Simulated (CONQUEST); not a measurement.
A self-consistent single point of ZnS (F-43m, 8 atoms in the cell; from Materials Project mp-10695, changed as shown).

```
ZnS
1.0
    5.49512     0.00000     0.00000
    0.00000     5.49512     0.00000
    0.00000     0.00000     5.49512
Zn S
4 4
Direct
  0.00000   0.00000   0.00000
  0.00000   0.50000   0.50000
  0.50000   0.00000   0.50000
  0.50000   0.50000   0.00000
  0.25000   0.25000   0.75000
  0.25000   0.75000   0.25000
  0.75000   0.25000   0.25000
  0.75000   0.75000   0.75000
```

Computed with CONQUEST 1.3 with PBE, numerical atomic orbitals double-zeta with polarisation (the shipped basis), PseudoDojo norm-conserving potentials made for PBE.

CONQUEST settings:

| key | value |
|---|---|
| basis | DZP |
| Diag.MPMeshX, Y, Z | 4 4 4 |
| potentials | PseudoDojo norm-conserving PBE |
| Grid.GridCutoff | 140 Ha |
| DM.SolutionMethod | diagon |
| Diag.kT | 0.000367 Ha |
| Diag.GammaCentred | true |
| minE.SCTolerance | 1.0e-07 |
| SC.MaxIters | 100 |
| SC.LinearMixingFactor | 0.5 |
| SC.KerkerPreCondition | true |
| SC.KerkerFactor | 0.1 1/bohr |
| AtomMove.TypeOfRun | static |

Results:

- Number of valence electrons = 104
- Number of bands = 128
- Number of k-points after the program's reduction = 51
- Size of the basis = 128
- Number of SCF iterations = 8
- FFT grid = 60 × 60 × 60
- Free energy E − TS = -23958.5281 eV
- Top of the valence band (on the code's own zero) = -5.35 eV
- Gap on the k-point mesh = 2.07 eV
- Pressure = 0.42 GPa

Gaps are taken between levels on the mesh.

For comparison: a first run was changed to give this one (lattice scaled by 1.02), and from it to this one the free energy falls by 18.1 meV/atom, the pressure goes from 4.79 to 0.42 GPa and the gap on the mesh goes from 2.387 to 2.071 eV.

The program uses no crystal symmetry, so grid and mesh can part values that symmetry would make equal. The atom-centred basis is finite, which shifts total energies, pressures and gaps against plane waves. The structure comes from a collection of computed structures, made at another level of theory; the collection holds predicted forms beside known ones.

Cost on one core: very roughly 50 core-seconds.
